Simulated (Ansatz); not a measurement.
Polymorphs of Zr, each relaxed with r²SCAN in the plane-wave PAW code Ansatz:

A: Ibam
a = 5.4617 Å, b = 8.3001 Å, c = 6.2126 Å, α = β = γ = 90.00°

```csv
atom,site,symmetry,x,y,z
Zr,4a,222,0.0000,0.0000,0.2500
Zr,8j,..m,0.0817,0.3225,0.0000
```

B: hcp (Mg type) (P6_3/mmc)
a = 3.2466 Å, b = 3.2466 Å, c = 5.1518 Å, α = 90.00°, β = 90.00°, γ = 120.00°

```json
[
 {"atom": "Zr", "site": "2d", "symmetry": "-6m2", "x": "0.6667", "y": "0.3333", "z": "0.2500"}
]
```

Put the candidates in order of energy per atom at 0 K, lowest first, for r²SCAN.

B (+0 meV/atom), A (+7 meV/atom)

Not the usual ambient phase: A. All cells were relaxed under the symmetry of their starts (and spin orders); stability against distortions was not tested throughout. Rows with no word on spin ran without spin polarisation. Scalar-relativistic: spin–orbit coupling is off unless named, which matters more the heavier the elements.

Energies hold the estimated change up to a 700 eV cutoff; steps of a few meV lie near the error of the meshes.

Potentials: the later of the program's two PAW sets.
